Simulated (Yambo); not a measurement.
BaCNSCl (space group P2_1/m, No. 11), G0W0@PBEsol in Yambo with this input:

```
rim_cut
gw0
dyson
el_el_corr
HF_and_locXC
ppa
em1d
RandQpts= 1000000
RandGvec= 1 Ry
EXXRLvcs= 84 Ry
VXCRLvcs= 336 Ry
Chimod= "HARTREE"
% BndsRnXp
 1 | 342 |
%
NGsBlkXp= 7 Ry
% LongDrXp
 1.0 | 1.0 | 1.0 |
%
PPAPntXp= 27.2114 eV
% GbndRnge
 1 | 342 |
%
GTermKind= "BG"
DysSolver= "n"
ExtendOut
```

On a 2×2×1 mesh, with wavefunctions cut at 84 Ry, the gap ((-0.5, 0, 0) → (-0.5, 0, 0)) is 6.524 eV and the valence edge shifts by -1.210 eV.

**Question.** What happens with this change: no random integration?

**Answer.** The gap falls by 0.075 eV, to 6.449 eV; the shift of the valence edge becomes -1.016 eV. Neither run is shown to be the converged limit. The mesh misses a band edge: along a dense path the PBEsol gap is 4.06 eV against 4.15 eV on the mesh.

Geometry of the Materials Project entry, not relaxed at this level; primitive cell a = 5.9131 Å, b = 4.6898 Å, c = 8.9050 Å, α = γ = 90.00°, β = 98.71°.

A shift is the quasiparticle energy of the state minus its PBEsol energy.
